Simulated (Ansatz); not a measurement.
SiGe:
```
SiGe
1.0
    3.18032     0.00000     0.00000
    0.00000     3.18032     0.00000
    0.00000     0.00000     3.18032
Ge Si
1 1
Direct
  0.00000   0.00000   0.00000
  0.50000   0.50000   0.50000
```

Relaxed with LDA. Special points in fractions of this cell's reciprocal vectors: Γ (0.000, 0.000, 0.000); X (0.000, 0.500, 0.000); M (0.500, 0.500, 0.000); R (0.500, 0.500, 0.500).

Task: List the band energies nearest the Fermi level at these points for LDA in the plane-wave PAW code Ansatz.

Result: In eV from the Fermi level; about four levels below and three above (degenerate sets whole), none deeper than 8.9 eV; … stands for higher levels left out; points with the same levels are listed once.

```csv
k,below,above
Γ,-0.77 -0.57 -0.57 -0.57,3.41 3.41 …
X,–,2.82 2.82 3.03 3.03
M,-7.86 -6.64 -6.09 -6.09,4.66 5.21 7.46 7.46
R,-2.61 -2.61 -2.61 -2.23 -2.23 -2.23,…
```

Space group Pm-3m (CsCl type). A made-up cell: these elements were put on the sites of a structure type; neither database checked (COD, Materials Project) lists it. Whether it is the stable phase at ambient conditions was not checked. The LDA relaxation kept the symmetry of its start. At this level the phase is dynamically unstable (imaginary phonons). Scalar-relativistic: spin–orbit coupling is off unless named, which matters more the heavier the elements.

Potentials: the later of the program's two PAW sets.
